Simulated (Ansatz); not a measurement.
## Computed properties of Nb₄NiSe₈

Nb$_{4}$NiSe$_{8}$:
```
CELL_PARAMETERS angstrom
      6.96760     0.00000     0.00000
     -3.48380     6.03411     0.00000
      0.00000     0.00000    12.61787
ATOMIC_POSITIONS crystal
  Nb 0.00000 0.00000 0.75000
  Nb 0.00000 0.00000 0.25000
  Nb 0.01906 0.50953 0.75000
  Nb 0.98094 0.49047 0.25000
  Nb 0.50953 0.01906 0.25000
  Nb 0.49047 0.98094 0.75000
  Nb 0.49047 0.50953 0.75000
  Nb 0.50953 0.49047 0.25000
  Ni 0.00000 0.00000 0.00000
  Ni 0.00000 0.00000 0.50000
  Se 0.66667 0.33333 0.38725
  Se 0.33333 0.66667 0.61275
  Se 0.33333 0.66667 0.88725
  Se 0.66667 0.33333 0.11275
  Se 0.83233 0.66465 0.88002
  Se 0.16767 0.33535 0.11998
  Se 0.16767 0.83233 0.38002
  Se 0.83233 0.16767 0.61998
  Se 0.33535 0.16767 0.88002
  Se 0.66465 0.83233 0.11998
  Se 0.16767 0.33535 0.38002
  Se 0.83233 0.66465 0.61998
  Se 0.83233 0.16767 0.88002
  Se 0.16767 0.83233 0.11998
  Se 0.66465 0.83233 0.38002
  Se 0.33535 0.16767 0.61998
```
The run is spin-polarised; directions of the spins, atom by atom: 0 0 0 0 0 0 0 0 ↑ ↑ 0 0 0 0 0 0 0 0 0 0 0 0 0 0 0 0.

Space group P6_3/mmc (No. 194); conventional cell a = 6.968 Å, b = 6.968 Å, c = 12.618 Å, α = 90.00°, β = 90.00°, γ = 120.00°.

Method: DFT-r²SCAN in the program Ansatz with PAW potentials. Structure relaxed to zero pressure with the same functional. Other levels are named where they apply.

Cell and energy:

```yaml
volume_per_atom: 20.40 Å³
density: 6.65 g/cm³
Formation energy from the elements (no fitted shifts): -92 kJ/mol of atoms
```

Electronic structure:

```yaml
electronic_character: metallic (no gap)
Density of states at the Fermi level: 0.31 states/eV per atom (mean over ±0.08 eV)
```

Magnetism:

```yaml
magnetic_order: ferromagnetic
net_moment: 0.14 μB per atom
```

The first step of the workflow began from a Materials Project structure, measured or hypothetical; the Crystallography Open Database copy checked does not list it. Its standing as an ambient phase is unchecked. Symmetry was held in the r²SCAN relaxation; whether a distortion lowers the energy is not shown. The final state is ferromagnetic, the only order run, not a proven ground state. Other orbital occupations within this spin state were not tried. No Hubbard U is applied. For itinerant 3d metals, meta-GGAs of the SCAN family and hybrids are commonly reported to give too large moments. The compound may be a true metal, but semilocal functionals without U, or a wrong spin order, can also close a gap. The references are the lowest solids computed at this level, not always the standard phases. Scalar-relativistic: spin–orbit coupling is off unless named, which matters more the heavier the elements.

Potentials: the later of the program's two PAW sets.
